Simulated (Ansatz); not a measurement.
KPH2O4:
```yaml
crystal:
  lattice:
    - [0.00000, 5.30062, 3.47252]
    - [5.25872, 0.00000, 3.47252]
    - [5.25872, 5.30062, 0.00000]
  atoms:
    - { symbol: K, position: [0.24687, 0.24687, 0.75313] }
    - { symbol: K, position: [0.49687, 0.49687, 0.00313] }
    - { symbol: H, position: [0.02859, 0.73087, 0.40110] }
    - { symbol: H, position: [0.73087, 0.02859, 0.83944] }
    - { symbol: H, position: [0.41056, 0.84890, 0.51913] }
    - { symbol: H, position: [0.84890, 0.41056, 0.22141] }
    - { symbol: P, position: [0.76635, 0.76635, 0.23365] }
    - { symbol: P, position: [0.01635, 0.01635, 0.48365] }
    - { symbol: O, position: [0.21341, 0.05002, 0.51875] }
    - { symbol: O, position: [0.05002, 0.21341, 0.21782] }
    - { symbol: O, position: [0.03218, 0.73125, 0.19998] }
    - { symbol: O, position: [0.73125, 0.03218, 0.03659] }
    - { symbol: O, position: [0.72953, 0.02744, 0.70255] }
    - { symbol: O, position: [0.02744, 0.72953, 0.54047] }
    - { symbol: O, position: [0.70953, 0.54745, 0.22256] }
    - { symbol: O, position: [0.54745, 0.70953, 0.52047] }
```

Relaxed with r²SCAN. Special points in fractions of this cell's reciprocal vectors: Γ (0.000, 0.000, 0.000); T (0.000, 0.500, 0.500); Z (0.500, 0.500, 1.000); Y (0.500, 0.000, 0.500); Λ0 (0.466, 0.466, 0.000); Q0 (0.534, 0.534, 1.000); G0 (0.248, 0.748, 0.500); H0 (0.752, 0.252, 0.500); L (0.500, 0.500, 0.500).

List the band energies nearest the valence-band maximum at these points for DFT-r²SCAN in the program Ansatz with PAW potentials.

In eV from the valence-band maximum; about four levels below and three above (degenerate sets whole), none deeper than 8.9 eV; points with the same levels are listed once.

| k | below | above |
|---|---|---|
| Γ | -0.42 -0.39 -0.26 0.00 | 6.27 8.82 9.90 |
| T | -0.50 -0.50 0.00 0.00 | 8.28 8.28 9.51 9.51 |
| Z | -0.51 -0.51 -0.15 -0.15 | 8.71 8.71 9.26 9.26 |
| Y | -0.37 -0.37 -0.16 -0.16 | 8.24 8.24 9.41 9.41 |
| Λ0 | -0.51 -0.49 -0.16 -0.14 | 8.71 8.72 9.05 |
| G0 | -0.44 -0.44 -0.09 -0.09 | 8.69 8.69 8.89 8.89 |
| L | -0.49 -0.40 -0.21 -0.04 | 8.08 8.44 9.02 |

Space group Fdd2. The first step of the workflow began from a Materials Project structure, measured or hypothetical; the Crystallography Open Database files this formula in space group No. 43, but the cells were not matched. Whether it is the stable phase at ambient conditions was not checked. Symmetry was held in the r²SCAN relaxation; whether a distortion lowers the energy is not shown.

Potentials: the earlier of the program's two PAW sets. The files were generated under PBE; for other functionals the program regenerates the frozen cores, and for LDA and PBEsol the local potential too.
